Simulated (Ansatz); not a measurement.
Al:
```xyz
1
Lattice="0.0000 2.0200 2.0200 2.0200 0.0000 2.0200 2.0200 2.0200 0.0000" Properties=species:S:1:pos:R:3 pbc="T T T"
Al     0.0000     0.0000     0.0000
```

Relaxed with PBE. Special points in fractions of this cell's reciprocal vectors: Γ (0.000, 0.000, 0.000); X (0.500, 0.000, 0.500); U (0.625, 0.250, 0.625); K (0.375, 0.375, 0.750); L (0.500, 0.500, 0.500); W (0.500, 0.250, 0.750).

Problem. List the band energies nearest the Fermi level at these points for PBE in the plane-wave PAW code Ansatz.

Solution. In eV from the Fermi level; about four levels below and three above (degenerate sets whole), none deeper than 8.9 eV; … stands for higher levels left out; points with the same levels are listed once.

```tsv
k	below	above
Γ	–	…
X	-2.92 -1.61	5.22 …
U	-1.89 -1.36 -0.40	…
L	-4.59 -4.38	…
W	-0.85 -0.85	0.16 …
```

Space group Fm-3m (fcc (Cu type)). The PBE relaxation kept the symmetry of its start.

Potentials: the later of the program's two PAW sets.
